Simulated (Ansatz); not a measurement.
**Ti, first-principles data**

Ti in space group P6/mmm (No. 191; Ti on 1a, Ti on 2d), a = b = 4.5142 Å, c = 2.7990 Å, α = β = 90.00°, γ = 120.00°.

Space group P6/mmm (No. 191); conventional cell a = b = 4.5142 Å, c = 2.7990 Å, α = β = 90.00°, γ = 120.00°.

Method: PBEsol in the plane-wave PAW code Ansatz. The cell and atoms are relaxed at this level. Other levels are named where they apply.

**Cell and energy**

```json
{
 "volume_per_atom": "16.47 Å³",
 "density": "4.83 g/cm³"
}
```

**Electronic structure**

```json
{
  "electronic_character": "metallic (no gap)",
  "Density of states at the Fermi level": "0.82 states/eV per atom (mean over ±0.08 eV)"
}
```

This is a known high-pressure phase of the composition, computed here at zero pressure and temperature. The PBEsol relaxation kept the symmetry of its start; its stability against distortions is not shown here. The run is not spin-polarised. Axis ratios of metals converge slowly with the k-mesh, so a and c are less sure than the volume.

Potentials: the earlier of the program's two PAW sets.
